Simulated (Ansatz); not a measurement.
TiNi:
```cif
data_Ni4Ti4
_chemical_formula_sum 'Ti4 Ni4'
_space_group_name_H-M_alt 'Cmcm'
_space_group_IT_number 63
_space_group_name_Hall '-C 2c 2'
_cell_length_a 2.90337
_cell_length_b 9.37142
_cell_length_c 3.97483
_cell_angle_alpha 90.000
_cell_angle_beta 90.000
_cell_angle_gamma 90.000
loop_
_space_group_symop_operation_xyz
  'x, y, z'
  '-x, -y, -z'
  '-x, -y, z+1/2'
  'x, y, -z+1/2'
  'x, -y, -z'
  '-x, y, z'
  '-x, y, -z+1/2'
  'x, -y, z+1/2'
  'x+1/2, y+1/2, z'
  '-x+1/2, -y+1/2, -z'
  '-x+1/2, -y+1/2, z+1/2'
  'x+1/2, y+1/2, -z+1/2'
  'x+1/2, -y+1/2, -z'
  '-x+1/2, y+1/2, z'
  '-x+1/2, y+1/2, -z+1/2'
  'x+1/2, -y+1/2, z+1/2'
loop_
_atom_site_label
_atom_site_type_symbol
_atom_site_symmetry_multiplicity
_atom_site_Wyckoff_symbol
_atom_site_fract_x
_atom_site_fract_y
_atom_site_fract_z
_atom_site_occupancy
Ti1 Ti 4 c 0.00000 0.14223 0.75000 1
Ni1 Ni 4 c 0.00000 0.58524 0.25000 1
```
(The calculation used a cell of 4 atoms; values per cell refer to that cell.)

Relaxed at zero pressure with DFT-r²SCAN in the program Ansatz with PAW potentials.

**Question.** The volume is lowered by 3 % and shape and atoms relax at that volume. What pressure results, and how do the axes share the change?

**Answer.** 5.3 GPa; a -1.6 %, b -1.0 %, c -0.5 %; the energy rises by 7 meV/atom.

**Question.** Give the new structure.

**Answer.** 
Space group Cmcm (No. 63); a = 2.857 Å, b = 9.282 Å, c = 3.956 Å, α = β = γ = 90.00°

| atom | site | symmetry | x | y | z |
|---|---|---|---|---|---|
| Ti | 4c | m2m | 0.0000 | 0.1430 | 0.7500 |
| Ni | 4c | m2m | 0.0000 | 0.5854 | 0.2500 |

The phase is kept; no other phase was compared at this pressure.

The start of the workflow was typed in or built on a structure type; neither database checked (COD, Materials Project) lists it. COD files the formula under space group No. 11, 147. Its standing as an ambient phase is unchecked. The cell was relaxed with r²SCAN under the symmetry of its start; its stability against distortions is not shown here. The workflow began spin-polarised and lost its moments. Axis ratios of metals converge slowly with the k-mesh, so a and c are less sure than the volume.

Potentials: the later of the program's two PAW sets.
